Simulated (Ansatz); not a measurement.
Ge$_{2}$BP:
```
Ge2BP
1.0
    1.81255     1.04648     6.06054
   -1.81255     1.04648     6.06054
    0.00000    -2.09295     6.06054
B P Ge
1 1 2
Direct
  0.99992   0.99992   0.99992
  0.89244   0.89244   0.89244
  0.49808   0.49808   0.49808
  0.35952   0.35952   0.35952
```

Relaxed with PBE. Special points in fractions of this cell's reciprocal vectors: Γ (0.000, 0.000, 0.000); T (0.500, 0.500, 0.500); H2 (0.813, 0.187, 0.500); H0 (0.500, -0.187, 0.187); L (0.500, 0.000, 0.000); S0 (0.343, -0.343, 0.000); S2 (0.657, 0.000, 0.343); F (0.500, 0.000, 0.500).

Q: List the band energies nearest the Fermi level at these points for DFT-PBE in the program Ansatz with PAW potentials.

A: In eV from the Fermi level; about four levels below and three above (degenerate sets whole), none deeper than 8.9 eV; points with the same levels are listed once.

```csv
k,below,above
Γ,-8.82 -2.30 -2.30 -0.92,0.20 0.20 0.57
T,-2.19 -2.19 -0.30 -0.30,1.11 2.63 3.07 3.07
H2,-5.71 -4.42 -3.44 -2.62,0.99 1.75 4.14
L,-4.69 -4.44 -3.79 -2.00,0.88 2.76 3.26
S0,-5.82 -4.39 -3.59 -2.64,0.85 2.78 3.15
F,-3.77 -1.77 -1.36 -0.31,0.29 1.76 3.39
```

Space group R3m. The start of the workflow was typed in or built on a structure type; neither database checked (COD, Materials Project) lists it. Whether it is the stable phase at ambient conditions was not checked. Symmetry was held in the PBE relaxation; whether a distortion lowers the energy is not shown. The volume moved by 18 % from the start of the relaxation. Scalar-relativistic: spin–orbit coupling is off unless named, which matters more the heavier the elements.

Potentials: the earlier of the program's two PAW sets.
